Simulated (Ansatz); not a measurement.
A geometry of Cr away from equilibrium: the start of the relaxation of a relaxed Cr cell, doubled along one cell vector, shaken by Gaussian noise of σ = 0.08 Å a coordinate. Calculation: r2SCAN (plane waves to 500 eV, PAW, scalar-relativistic; Ansatz, a program for electronic structure). Γ-centred k-mesh 16×8×16 on the run's cell (coarser than for final values), Fermi–Dirac smearing 0.05 eV.

```xyz
2
Lattice="-1.4147 1.4147 1.4147 2.8293 -2.8293 2.8293 1.4147 1.4147 -1.4147" Properties=species:S:1:pos:R:3 pbc="T T T"
Cr    -0.0999     0.0326     0.1348
Cr     1.6311    -1.4166     1.3656
```

Task: What forces act on the atoms (eV/Å)?

Result: 
```csv
atom,Fx,Fy,Fz
Cr1,2.52,-0.08,-0.48
Cr2,-2.52,0.08,0.48
```

Task: What is the pressure?

Result: +5.2 GPa, compression positive.

No spin polarisation in the result. A magnetic state may lie lower.

The run could not lose the symmetry of its start.
